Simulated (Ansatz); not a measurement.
**Structure relaxation, Cr**

The start is a relaxed Cr cell, doubled along one cell vector, shaken by Gaussian noise of σ = 0.08 Å a coordinate. A full variable-cell relaxation at zero pressure is run with PBE (plane waves to 420 eV, PAW, scalar-relativistic; Ansatz, a quantum-chemistry and plane-wave program). The first steps use a coarse 7×14×14 k-mesh.

The start:
```
Cr
1.0
    4.68059     0.00000     0.00000
    0.00000     2.34029     0.00000
    0.00000     0.00000     2.34029
Cr
2
Direct
  0.01381   0.93878   0.03487
  0.50376   0.95909   0.95239
```

```yaml
energy_released: 1.01 eV/atom
volume_change: -9.9 %, from 12.82 to 11.55 Å³/atom
relative_to_the_parent: "It does not go back: it reaches Im-3m (No. 229), bcc (W type), 1.03 eV/atom below the parent"
Shortest distances (start → end): "The closest pairs of elements (up to four, under 3.6 Å), start → end: Cr–Cr 2.30 → 2.47 Å"
band_gap_at_the_end: zero (metallic)
optimiser_moves: 18
```

It ends as:

```cif
data_Cr2
_chemical_formula_sum 'Cr2'
_space_group_name_H-M_alt 'Im-3m'
_space_group_IT_number 229
_space_group_name_Hall '-I 4 2 3'
_cell_length_a 2.84794
_cell_length_b 2.84794
_cell_length_c 2.84794
_cell_angle_alpha 90.000
_cell_angle_beta 90.000
_cell_angle_gamma 90.000
loop_
_atom_site_label
_atom_site_type_symbol
_atom_site_symmetry_multiplicity
_atom_site_Wyckoff_symbol
_atom_site_fract_x
_atom_site_fract_y
_atom_site_fract_z
_atom_site_occupancy
Cr1 Cr 2 a 0.00000 0.00000 0.00000 1
```
(The calculation used a cell of 1 atom; values per cell refer to that cell.)

Final values are on a 23×23×23 k-mesh of the relaxed cell. No spin polarisation in the result. A magnetic state may lie lower.

The run could not lose the symmetry of its start.

Of the parent cell (Pm-3m (No. 221)): it is a generated cell of Cr: the first start was made by placing the elements on the sites of a structure type, and the end was not matched to a known phase here, so it may be hypothetical. Known forms of Cr include space group No. 229.
